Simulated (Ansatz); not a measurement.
## Ionic part of the dielectric constant of GaN at 50 GPa, mode by mode

Computed with Ansatz, DFT LDA, scalar-relativistic, plane waves, PAW. Plane waves to 420 eV; Γ-centred k mesh 10×10×10; fixed occupations. No spin polarisation. Phonons by linear response, acoustic sum rule imposed.

It takes space group F-43m (No. 216, cubic). Conventional cell: a = 4.209 Å, b = 4.209 Å, c = 4.209 Å, α = 90.00°, β = 90.00°, γ = 90.00°. Ga (site symmetry -43m) is surrounded by 4 N at 1.82 Å. Around N (site symmetry -43m) lie 4 Ga at 1.82 Å.

Other phases may be more stable at this pressure.

The primitive cell has V = 18.64 Å³ and ε∞,yy = 5.126. Each polar mode adds Δε = (4.92064×10⁷/V)·S/ν² along y, with S its oscillator strength in e²/amu, ν in cm⁻¹ and V in Å³.

**Question.** From these modes, find each Δε and ε0,yy.
| ν (cm⁻¹) | S_yy (e²/amu) |
| --- | --- |
| 707.8 | 0.5572 |

**Answer.**
| ν (cm⁻¹) | Δε |
| --- | --- |
| 707.8 | 2.94 |

The sum is 2.936, so ε0,yy = 8.06; the run's tensor has 8.06.

**Question.** Where do the longitudinal modes lie for a wave vector along y?

**Answer.** At 888 cm⁻¹. The Lyddane–Sachs–Teller product Π(ν_LO/ν_TO)² = 1.57 matches ε0/ε∞ = 1.57.

This zinc-blende form isn't the usual stable structure of the compound at low pressure.

Cost: 1 run of about 0.67 core-minutes, on Intel Xeon Platinum 8488C (Sapphire Rapids) (shared hosts).